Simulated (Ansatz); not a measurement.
BaTiHO2 in space group P4/mmm (No. 123; Ba on 1d, Ti on 1a, O on 2f, H on 1b) under volume change, DFT-r²SCAN in the program Ansatz with PAW potentials, shape and atoms relaxed at each volume.

```json
[
 {"V (Å³/atom)": "11.778", "E − E(relaxed) (meV/atom)": "46.6", "P (GPa)": "13.72"},
 {"V (Å³/atom)": "12.166", "E − E(relaxed) (meV/atom)": "19.7", "P (GPa)": "8.58"},
 {"V (Å³/atom)": "12.554", "E − E(relaxed) (meV/atom)": "4.7", "P (GPa)": "3.95"},
 {"V (Å³/atom)": "12.943", "E − E(relaxed) (meV/atom)": "0.0", "P (GPa)": "0.00"},
 {"V (Å³/atom)": "13.331", "E − E(relaxed) (meV/atom)": "4.2", "P (GPa)": "-3.37"},
 {"V (Å³/atom)": "13.719", "E − E(relaxed) (meV/atom)": "15.9", "P (GPa)": "-6.27"}
]
```

Q: What does a third-order Birch–Murnaghan fit give for V₀, B₀ and B′?

A: V₀ = 12.95 Å³/atom, B₀ = 121 GPa, B′ = 3.8.

The start of the workflow was typed in or built on a structure type; neither database checked (COD, Materials Project) lists it. Its standing as an ambient phase is unchecked. Symmetry was held in the r²SCAN relaxation; whether a distortion lowers the energy is not shown. The final state is ferromagnetic, the only order run, not a proven ground state. The cell computed holds one magnetic atom, so no antiferromagnetic order was within reach. Other orbital occupations within this spin state were not tried. No Hubbard U is applied. Scalar-relativistic: spin–orbit coupling is off unless named, which matters more the heavier the elements.

Potentials: the earlier of the program's two PAW sets.
